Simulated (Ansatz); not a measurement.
Ti2P:
```cif
data_PTi2
_chemical_formula_sum 'Ti2 P1'
_space_group_name_H-M_alt 'P 1'
_space_group_IT_number 1
_cell_length_a 4.79515
_cell_length_b 4.79515
_cell_length_c 4.79515
_cell_angle_alpha 43.055
_cell_angle_beta 43.055
_cell_angle_gamma 43.055
loop_
_space_group_symop_operation_xyz
  'x, y, z'
loop_
_atom_site_label
_atom_site_type_symbol
_atom_site_fract_x
_atom_site_fract_y
_atom_site_fract_z
_atom_site_occupancy
Ti1 Ti 0.75936 0.75936 0.75936 1
Ti2 Ti 0.24064 0.24064 0.24064 1
P1 P 0.00000 0.00000 0.00000 1
```

This is the LDA-relaxed structure.

Problem. All from plane-wave PAW LDA (Ansatz code), unless another level is named. Estimate the electronic character.

Solution. metallic (no gap).

Problem. And the density of states at the Fermi level?

Solution. 0.59 states/eV per atom (mean over ±0.08 eV).

Problem. Next, the formation energy from the elements (no fitted shifts)?

Solution. -0.79 eV/atom.

Space group R-3m. The start of the workflow was typed in or built on a structure type; neither database checked (COD, Materials Project) lists it. COD files the formula under space group No. 189. Whether it is the stable phase at ambient conditions was not checked. The cell was relaxed with LDA under the symmetry of its start; its stability against distortions is not shown here. The run is not spin-polarised. The volume moved by -38 % from the start of the relaxation. The references are the lowest solids computed at this level, not always the standard phases.

Potentials: the earlier of the program's two PAW sets. The files were generated under PBE; for other functionals the program regenerates the frozen cores, and for LDA and PBEsol the local potential too.
